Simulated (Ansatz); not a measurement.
Ca6Sb2PN:
Space group Fm-3m (No. 225); a = 10.1910 Å, b = 10.1910 Å, c = 10.1910 Å, α = 90.00°, β = 90.00°, γ = 90.00°

```csv
atom,site,symmetry,x,y,z
Ca,24e,4m.m,0.0000,0.0000,0.2644
Sb,8c,-43m,0.2500,0.2500,0.2500
P,4a,m-3m,0.0000,0.0000,0.0000
N,4b,m-3m,0.5000,0.5000,0.5000
```
(The calculation used a cell of 10 atoms; values per cell refer to that cell.)

Relaxed with r²SCAN. The program Ansatz at the r²SCAN level (PAW) gives a gap of 0.97 eV.

Task: What gap does HSE06 give on the same cell (Ansatz, PAW)?

Result: 1.24 eV, 0.27 eV more. The hybrid was solved on a coarser mesh and at special points; its gap is the smallest among all of these.

```
k  v1 r²SCAN  c1 r²SCAN  v1 HSE06  c1 HSE06
-  ---------  ---------  --------  --------
Γ       0.00       0.97      0.00      1.24
X      -1.10       1.92         ?         ?
L      -0.97       2.34         ?         ?
W      -1.08       2.31         ?         ?
K      -1.03       2.24         ?         ?
```

Task: Top valence (v1) and lowest conduction level (c1) in eV from each method's valence maximum (which need not be a listed point): supply the withheld HSE06 values.

Result: 
- X, v1 HSE06: -1.09
- X, c1 HSE06: 2.23
- L, v1 HSE06: -1.02
- L, c1 HSE06: 2.82
- W, v1 HSE06: -1.06
- W, c1 HSE06: 2.68
- K, v1 HSE06: -1.04
- K, c1 HSE06: 2.62

Cost on shared cores: the r²SCAN run (SCF on a 5×5×5 mesh, then bands and DOS) roughly 3 core-minutes, the HSE06 run (SCF on 3×3×3, then a few points) around 7 core-minutes (rough); the tasks are unlike.

The start of the workflow was typed in or built on a structure type; neither database checked (COD, Materials Project) lists it. Whether it is the stable phase at ambient conditions was not checked. Symmetry was held in the r²SCAN relaxation; its stability against distortions is not shown here. Spin–orbit coupling is left out wherever it is not named.

Potentials: the later of the program's two PAW sets.
